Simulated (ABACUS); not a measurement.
Worked example: self-consistent single point of Te2Mo (P6_3/mmc, 12 atoms in the cell; from Materials Project mp-602, changed as shown) in ABACUS.

All values come from this method and carry its errors: PBE, numerical atomic orbitals SZP (confined pseudo-atomic orbitals with Gaussian additions; energy shift 0.01 Ry), PseudoDojo 0.5 standard norm-conserving PBE (tails mended) pseudopotentials (ABACUS).

The change in words: lattice scaled by 0.98. Reference geometry (P6_3/mmc):
```xyz
12
Lattice="3.5657 0.0000 0.0000 0.0000 6.1759 0.0000 0.0000 0.0000 14.6478" Properties=species:S:1:pos:R:3 pbc="T T T"
Te     0.0000     2.0586     9.1962
Te     1.7828     1.0293     5.4516
Te     1.7828     1.0293     1.8723
Te     0.0000     2.0586    12.7755
Te     1.7828     5.1466     9.1962
Te     0.0000     4.1173     5.4516
Te     0.0000     4.1173     1.8723
Te     1.7828     5.1466    12.7755
Mo     0.0000     2.0586     3.6619
Mo     1.7828     1.0293    10.9858
Mo     1.7828     5.1466     3.6619
Mo     0.0000     4.1173    10.9858
```

Reference input (self-consistent single point, DFT, PBE, numerical atomic orbitals SZP (confined pseudo-atomic orbitals with Gaussian additions; energy shift 0.01 Ry), PseudoDojo 0.5 standard norm-conserving PBE (tails mended) pseudopotentials): basis = SZP numerical atomic orbitals, energy shift 0.01 Ry; KPT = Gamma 6 4 2 0 0 0; basis_type = lcao; ecutwfc = 100 Ry; smearing_method = fd; smearing_sigma = 0.000734986 Ry; potentials = PseudoDojo 0.5 standard norm-conserving PBE (tails mended); symmetry = 1; ks_solver = scalapack_gvx; scf_nmax = 100; scf_thr = 1.0e-07; mixing_type = pulay. This run's input differs from it in these lines:

```diff
@@ -32,5 +32,5 @@
 LATTICE_VECTORS
-   3.5656500000    0.0000000000    0.0000000000
-   0.0000000000    6.1758870000    0.0000000000
-   0.0000000000    0.0000000000   14.6477800000
+   3.4943370000    0.0000000000    0.0000000000
+   0.0000000000    6.0523690000    0.0000000000
+   0.0000000000    0.0000000000   14.3548240000
```

Output (repeated stretches shortened):

```
 SELF-CONSISTENT
 -------------------------------------------

                  longest orb rcut (Bohr) = 8.2
   longest nonlocal projector rcut (Bohr) = 2.3
                     search radius (Bohr) = 21

                          real space grid = [ 45, 75, 180 ]
                                 init_chg = atomic

 LCAO ALGORITHM --------------- ION=   1  ELEC=   1--------------------------------

 Density error is 0.043434080109
 E_KohnSham     -2238.4149433180     -30455.1977174715
 E_Fermi        0.9826504054         13.3696446559

 LCAO ALGORITHM --------------- ION=   1  ELEC=   2--------------------------------

   [... lines left out ...]

   [... 7 blocks of this kind left out ...]

 LCAO ALGORITHM --------------- ION=   1  ELEC=  10--------------------------------

 Density error is 3.61347844622e-07
 E_KohnSham     -2238.5947958283     -30457.6447364110
 E_Fermi        0.9570256947         13.0210025807

 LCAO ALGORITHM --------------- ION=   1  ELEC=  11--------------------------------

 Density error is 4.8731415105e-08
 E_KohnSham     -2238.5947958283     -30457.6447364114
 E_KS(sigma->0) -2238.5947958283     -30457.6447364114
 E_entropy(-TS) 0.0000000000         0.0000000000
 E_Fermi        0.9570256292         13.0210016895
 charge density convergence is achieved
 final etot is -30457.644736 eV
 EFERMI = 13.02100169 eV

 STATE ENERGY(eV) AND OCCUPATIONS    NSPIN == 1
   [... 108 lines left out ...]

 TOTAL-FORCE (eV/Angstrom)
                       Te1         0.0000000000        -0.0001606475        -1.7343872663
                       Te2         0.0000000000        -0.0005361300         1.7340565906
                       Te3         0.0000000000        -0.0005361300        -1.7340565906
                       Te4         0.0000000000        -0.0001606475         1.7343872663
                       Te5         0.0000000000         0.0005361300        -1.7340565906
                       Te6         0.0000000000         0.0001606475         1.7343872663
                       Te7         0.0000000000         0.0001606475        -1.7343872663
   [... lines left out ...]

 TOTAL-STRESS (KBAR)
        66.6401559797         0.0000000000         0.0000000000
         0.0000000000        66.6545692836         0.0000000000
         0.0000000000        -0.0000000000       104.3594310494
 TOTAL-PRESSURE: 79.218052 KBAR

 --------------------------------------------
 !FINAL_ETOT_IS -30457.6447364113555523 eV
 --------------------------------------------
```

The run converged in 11 iterations. Against the reference run the free energy rises by 42.4 meV/atom, the pressure goes from 1.06 to 7.92 GPa, the largest force goes from 0.722 to 1.734 eV/Å and the gap on the mesh goes from 0.803 to 0.823 eV.

Spin-orbit coupling is left out, which matters for bands and gaps with elements this heavy. The atom-centred basis is finite, which shifts total energies, pressures, gaps and forces against plane waves. Forces above 1 eV/Å remain at this geometry, of which the finite basis can carry a part. A single-zeta basis is rough, for pressures and forces above all. The structure comes from a collection of computed structures, made at another level of theory; the collection holds predicted forms beside known ones.

Cost on one core: around 50 core-seconds (rough).

The atomic orbitals were generated for these runs; they are not ABACUS's published sets and were checked against plane waves on a few crystals only.

“Tails mended”: in these copies of the files the far tail of each local potential was reset to the Coulomb form.
